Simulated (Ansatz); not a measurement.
ZrMo (rock salt, Fm-3m) under volume change, plane-wave PAW PBE (Ansatz code), scaled uniformly.

```csv
V (Å³/atom),E − E(relaxed) (meV/atom),P (GPa)
18.886,71.1,13.15
19.508,30.0,8.12
20.131,?,?
20.753,0.0,0.00
21.376,6.4,-3.23
21.999,?,?
22.621,52.6,-8.37
```

### Question
Some entries are withheld; supply them.

### Answer

- 21.999, E − E(relaxed) (meV/atom): 24.5
- 21.999, P (GPa): -6.00
- 20.131, E − E(relaxed) (meV/atom): 7.1
- 20.131, P (GPa): 3.76

### Question
What does a third-order Birch–Murnaghan fit give for V₀, B₀ and B′?

### Answer
V₀ = 20.75 Å³/atom, B₀ = 116 GPa, B′ = 4.0.

The start of the workflow was typed in or built on a structure type; neither database checked (COD, Materials Project) lists it. Whether it is the stable phase at ambient conditions was not checked. The PBE relaxation kept the symmetry of its start; whether a distortion lowers the energy is not shown. The run is not spin-polarised. Its formation energy is positive at this level, so the cell may be metastable or incomplete.

Potentials: the earlier of the program's two PAW sets.
